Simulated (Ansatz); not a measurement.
Method: PBE, no spin polarisation; PAW, plane waves to 420 eV, 6×6×6 Γ-centred mesh, fermi-dirac occupations (width 0.1 eV) (Ansatz 0.2.0), atoms fixed.

Computed maps in the lattice plane spanned by a (left to right, 2.87 Å, 9 points from zero) and c (bottom to top, 2.82 Å, 9 points from zero), 90° apart, at height 0.810 along b. The fields are smooth PAW ones with compensation charges, not the true ones near nuclei.

Valence density. Digits on a logarithmic scale: 0 up to 0.03 e/Å³, each further digit a factor of 1.6, 9 from 1.3 e/Å³ up:
```
777765667
777766667
666777776
556776676
556776676
666777776
777766667
777765667
657765567
```

ELF. Ten even steps from '0' (0.00) to '9' (0.76):
```
416853368
989986799
767995699
435850077
435850077
767995699
989986799
416853368
002741257
```

**Question.** The cell is B7N3. Which atoms lie within 0.2 Å of this plane, and where (fractions of a and c)?

**Answer.** B at (0.10, 0.00), B at (0.60, 0.50). The whole cell:
```yaml
crystal:
  lattice:
    - [2.86589, 0.00000, 0.00000]
    - [1.43294, -8.51994, 0.00000]
    - [0.00000, 0.00000, -2.81615]
  atoms:
    - { symbol: B, position: [0.20500, 0.59000, 0.50000] }
    - { symbol: B, position: [0.79500, 0.41000, 0.50000] }
    - { symbol: B, position: [0.09500, 0.81000, 0.00000] }
    - { symbol: B, position: [0.90500, 0.19000, 0.00000] }
    - { symbol: N, position: [0.00000, 0.00000, 0.50000] }
    - { symbol: B, position: [0.40300, 0.19400, 0.50000] }
    - { symbol: B, position: [0.59700, 0.80600, 0.50000] }
    - { symbol: B, position: [0.50000, 0.00000, 0.00000] }
    - { symbol: N, position: [0.31700, 0.36600, 0.00000] }
    - { symbol: N, position: [0.68300, 0.63400, 0.00000] }
```

Origin: a known structure type with other elements, at an estimated volume, so it need not be a known compound. Caveats: many states at the Fermi level without spin polarisation, so a magnetic state may lie lower; the k mesh is coarse if the cell is a metal.
